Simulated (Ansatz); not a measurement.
# Ta: ideal shear of a crystal plane

The calculation used DFT PBEsol, scalar-relativistic, plane waves, PAW in Ansatz 0.2.0. Cutoff 420 eV, Γ-centred 22×22×7 k-points, Gaussian smearing of 0.15 eV. Spin–orbit coupling is left out, which can shift energies with elements as heavy as these. No spin polarisation. Energies are free energies at this smearing, counted from the undisturbed cell; pressure is positive in compression.

Zero of the scan (relaxed at this level; with this scan's settings it stands at 0.2 GPa):

```
CELL_PARAMETERS angstrom
-1.64026 1.64026 -1.64026
-1.64026 -1.64026 1.64026
0.00000 6.56104 6.56104
ATOMIC_POSITIONS crystal
Ta 0.00000 0.00000 0.87500
Ta 0.50000 0.50000 0.12500
Ta 0.00000 0.00000 0.37500
Ta 0.50000 0.50000 0.62500
```

The cut lies on the cell's a–b face, a (0 1 1) plane (indices in the standard cell, whose axes needn't be the Cartesian ones shown) of area 7.61 Å², between layers 2.32 Å apart. Vector c is tilted by f times 1·a + 0·b (length 2.841 Å) with the atoms' Cartesian places fixed: one unrelaxed fault a cell. The traction is dγ/du, the slope of γ against the slip u in Å. Some rows repeat others by symmetry and weren't run.

```csv
f,γ (mJ/m²),traction (GPa)
0.0000,0,0.0
0.1000,125,7.8
0.2000,388,10.3
0.3000,679,9.3
0.4000,879,4.5
0.5000,940,0.0
0.6000,879,-4.5
0.7000,679,-9.3
0.8000,388,-10.3
0.9000,125,-7.8
```

Task: Read off the first barrier and the stress needed to climb it, and compare with Frenkel's sinusoid.

Result: The first sampled maximum lies at f = 0.500, a slip of 1.42 Å, with γ ≈ 940 mJ/m², which stands in for the unstable fault energy γ_us, and the steepest sampled slope before it is 10.3 GPa. A sinusoid γ = γ_us sin²(πu/λ) with its maximum there has λ = 2.84 Å and a largest slope πγ_us/λ = 10.4 GPa (1 mJ/m² per Å = 0.01 GPa).

Task: Is there a metastable fault on this line?

Result: Apart from points where γ returns to about zero, no local minimum shows among the samples, so at this sampling the line offers no fault for a dislocation to split on; a fault can still lie off the line.

The cut is rigid; relaxing the faces lowers these energies and usually the stresses.

In a metal these slopes depend on the k mesh and the smearing.

Cost: 6 runs of about 12 core-minutes in all, on Arm Neoverse V2 (shared hosts).